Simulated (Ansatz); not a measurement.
## Property card for Eu

Eu:
```cif
data_Eu2
_chemical_formula_sum 'Eu2'
_space_group_name_H-M_alt 'P 1'
_space_group_IT_number 1
_cell_length_a 3.79653
_cell_length_b 3.79653
_cell_length_c 6.09851
_cell_angle_alpha 90.000
_cell_angle_beta 90.000
_cell_angle_gamma 120.000
loop_
_space_group_symop_operation_xyz
  'x, y, z'
loop_
_atom_site_label
_atom_site_type_symbol
_atom_site_fract_x
_atom_site_fract_y
_atom_site_fract_z
_atom_site_occupancy
Eu1 Eu 0.66667 0.33333 0.25000 1
Eu2 Eu 0.33333 0.66667 0.75000 1
```
The run is spin-polarised; directions of the spins, atom by atom: ↑ ↑.

Space group P6_3/mmc (No. 194); conventional cell a = b = 3.7965 Å, c = 6.0985 Å, α = β = 90.00°, γ = 120.00°.

Method: PBEsol (plane waves, PAW; program Ansatz). Structure relaxed to zero pressure with the same functional. Other levels are named where they apply.

### Cell and energy

```
Item                 Result
---------------  ----------
Volume per atom    38.06 Å³
Density          6.63 g/cm³
```

### Electronic structure

```
Quantity                                                                   Result
------------------------------------  -------------------------------------------
Electronic character                                            metallic (no gap)
Density of states at the Fermi level  1.5 states/eV per atom (mean over ±0.08 eV)
```

### Magnetism

```
Item                       Value
--------------  ----------------
Magnetic order     ferromagnetic
Net moment      7.52 μB per atom
```

The workflow started from a Materials Project entry (that database holds measured and hypothetical structures alike); the Crystallography Open Database copy checked does not list it. It is not the phase usual at ambient conditions (space group No. 229). The PBEsol relaxation kept the symmetry of its start; whether a distortion lowers the energy is not shown. The final state is ferromagnetic, chosen from 5 collinear starts compared on coarse meshes (ties went to the first, and starts can fall back to one state), not a proven ground state. Caveat: open 4f shells can settle in a state that is not the lowest. No Hubbard U is applied. Axis ratios of metals converge slowly with the k-mesh, so a and c are less sure than the volume. Spin–orbit coupling is left out wherever it is not named.

Potentials: the later of the program's two PAW sets.
